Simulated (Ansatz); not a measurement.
AlNi: do energies and stresses tell the same story?

Computed with DFT PBEsol, scalar-relativistic, plane waves, PAW (Ansatz).

Plane waves to 420 eV, a k mesh through Γ of 14×14×14 on the computed 2-atom cell and Gaussian smearing (0.10 eV); no spin polarisation.

Relaxed cell: Pm-3m, a = 2.862 Å, b = 2.862 Å, c = 2.862 Å, α = 90.00°, β = 90.00°, γ = 90.00°, 2 atoms in the primitive cell. Whether it is the stable form of this composition wasn't checked.

Energies at zero smearing and pressures from the stress tensor, at volumes with shape and atoms relaxed:
| V (Å³/atom) | E − E(first) (meV/atom) | P (GPa) |
| --- | --- | --- |
| 10.317 | 0.00 | 29.21 |
| 10.668 | -53.76 | 20.06 |
| 11.020 | -88.99 | 12.29 |
| 11.372 | -108.48 | 5.67 |
| 11.723 | -114.56 | 0.04 |
| 12.075 | -109.21 | -4.77 |
| 12.427 | -94.12 | -8.86 |
| 12.896 | -61.27 | -13.39 |

**Question.** Check P = −dE/dV between neighbouring volumes, and get the bulk modulus from the pressures alone.

**Answer.** With 1 eV/Å³ = 160.2 GPa:
| middle V (Å³/atom) | −ΔE/ΔV (GPa) | mean P (GPa) |
| --- | --- | --- |
| 10.492 | 24.490 | 24.635 |
| 10.844 | 16.052 | 16.174 |
| 11.196 | 8.875 | 8.979 |
| 11.548 | 2.770 | 2.854 |
| 11.899 | -2.436 | -2.366 |
| 12.251 | -6.877 | -6.816 |
| 12.661 | -11.222 | -11.129 |

The two differ by 0.15 GPa at most. The mean of two end pressures misses the average over a step by about ΔV² P″/12, up to 0.12 GPa here; with that taken off 0.02 GPa remains. Around V = 11.723 Å³/atom, the two neighbours give B = −V ΔP/ΔV = 11.723 × 10.44 / 0.703 = 174.0 GPa, against B0 = 173.0 GPa from the Birch–Murnaghan fit of the energies.

A ferromagnetic start lost its moments in a first run, so spin was left out; other magnetic orders weren't tried.